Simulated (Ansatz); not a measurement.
Ag2S:
```
Ag2S
1.0
    4.17437     0.00000     0.00000
    0.00000     7.21010     0.00000
   -3.16045     0.00000     7.72669
Ag S
8 4
Direct
  0.49988   0.50003   0.24995
  0.50012   0.49997   0.75005
  0.50012   0.00003   0.25005
  0.49988   0.99997   0.74995
  0.89310   0.75003   0.55353
  0.10690   0.24997   0.44647
  0.10690   0.25003   0.94647
  0.89310   0.74997   0.05353
  0.27313   0.74996   0.86352
  0.72687   0.25004   0.13648
  0.72687   0.24996   0.63648
  0.27313   0.75004   0.36352
```

Relaxed with PBEsol.

Q: Which orbitals make up the states near the band edges in PBEsol (plane waves, PAW; program Ansatz)?

A: Top 1 eV of the valence band: S 3p 50 %, Ag 4d 37 %, Ag 5s 10 %. Bottom 1 eV of the conduction band: Ag 5s 40 %, S 3p 17 %, S 3s 10 %, Ag 4d 9 %, outside the projected shells 23 %. Projections are on Löwdin-orthogonalised atomic valence shells; empty p or d shells of many metals are not among them.

Q: Tabulate the density of states.

A: States/eV per cell of 12 atoms, in 0.25 eV bins, energy from the valence-band maximum.

| E (eV) | total | Ag 4d | S 3p | Ag 5s |
|---|---|---|---|---|
| -7.85 | 0.00 | 0.00 | 0.00 | 0.00 |
| -7.60 | 0.00 | 0.00 | 0.00 | 0.00 |
| -7.35 | 0.00 | 0.00 | 0.00 | 0.00 |
| -7.10 | 0.00 | 0.00 | 0.00 | 0.00 |
| -6.85 | 0.00 | 0.00 | 0.00 | 0.00 |
| -6.60 | 0.00 | 0.00 | 0.00 | 0.00 |
| -6.35 | 0.63 | 0.28 | 0.25 | 0.10 |
| -6.10 | 9.51 | 4.02 | 3.90 | 1.37 |
| -5.85 | 20.71 | 9.79 | 8.28 | 2.10 |
| -5.60 | 13.55 | 7.39 | 5.12 | 0.79 |
| -5.35 | 9.11 | 4.92 | 3.46 | 0.63 |
| -5.10 | 9.71 | 5.45 | 3.59 | 0.55 |
| -4.85 | 19.38 | 12.44 | 6.23 | 0.47 |
| -4.60 | 14.46 | 10.22 | 3.80 | 0.26 |
| -4.35 | 16.04 | 14.63 | 0.88 | 0.40 |
| -4.10 | 36.09 | 33.92 | 0.82 | 1.12 |
| -3.85 | 28.65 | 27.16 | 0.64 | 0.65 |
| -3.60 | 38.35 | 36.54 | 0.82 | 0.69 |
| -3.35 | 53.55 | 51.40 | 0.96 | 0.70 |
| -3.10 | 40.27 | 38.26 | 0.95 | 0.63 |
| -2.85 | 13.48 | 11.76 | 1.10 | 0.44 |
| -2.60 | 10.23 | 6.87 | 2.13 | 0.86 |
| -2.35 | 10.71 | 6.59 | 2.61 | 1.03 |
| -2.10 | 8.18 | 4.70 | 2.33 | 0.76 |
| -1.85 | 7.34 | 3.98 | 2.42 | 0.60 |
| -1.60 | 9.07 | 4.25 | 3.71 | 0.70 |
| -1.35 | 10.81 | 4.42 | 5.08 | 0.85 |
| -1.10 | 8.11 | 3.21 | 3.78 | 0.73 |
| -0.85 | 7.53 | 2.81 | 3.60 | 0.76 |
| -0.60 | 10.32 | 3.78 | 5.09 | 1.08 |
| -0.35 | 8.76 | 3.17 | 4.54 | 0.76 |
| -0.10 | 1.45 | 0.53 | 0.79 | 0.08 |
| 0.15 | 0.00 | 0.00 | 0.00 | 0.00 |
| 0.40 | 0.00 | 0.00 | 0.00 | 0.00 |
| 0.65 | 0.00 | 0.00 | 0.00 | 0.00 |
| 0.90 | 0.00 | 0.00 | 0.00 | 0.00 |
| 1.15 | 0.11 | 0.01 | 0.01 | 0.07 |
| 1.40 | 0.57 | 0.04 | 0.06 | 0.29 |
| 1.65 | 1.83 | 0.18 | 0.31 | 0.76 |
| 1.90 | 3.82 | 0.35 | 0.73 | 1.36 |
| 2.15 | 5.87 | 0.42 | 1.07 | 1.96 |
| 2.40 | 6.14 | 0.41 | 1.13 | 2.30 |
| 2.65 | 5.88 | 0.36 | 1.12 | 2.46 |
| 2.90 | 4.84 | 0.27 | 0.92 | 2.12 |
| 3.15 | 3.28 | 0.18 | 0.66 | 1.33 |
| 3.40 | 2.85 | 0.15 | 0.61 | 1.26 |
| 3.65 | 4.21 | 0.19 | 0.73 | 1.76 |
| 3.90 | 4.80 | 0.18 | 0.72 | 1.85 |
| 4.15 | 5.93 | 0.20 | 0.91 | 2.24 |
| 4.40 | 6.38 | 0.22 | 1.02 | 2.41 |
| 4.65 | 7.64 | 0.26 | 1.17 | 2.63 |
| 4.90 | 7.37 | 0.25 | 1.35 | 2.75 |
| 5.15 | 8.21 | 0.24 | 1.41 | 2.92 |
| 5.40 | 7.30 | 0.17 | 0.95 | 2.02 |
| 5.65 | 4.84 | 0.08 | 0.39 | 0.92 |

Space group Cmcm. The first step of the workflow began from a Materials Project structure, measured or hypothetical; the Crystallography Open Database copy checked does not list it. COD files the formula under space group No. 4, 14, so this cell is another polymorph or a model. Whether it is the stable phase at ambient conditions was not checked. The PBEsol relaxation kept the symmetry of its start; whether a distortion lowers the energy is not shown. The run is not spin-polarised. Spin–orbit coupling is left out wherever it is not named.

Potentials: the later of the program's two PAW sets.
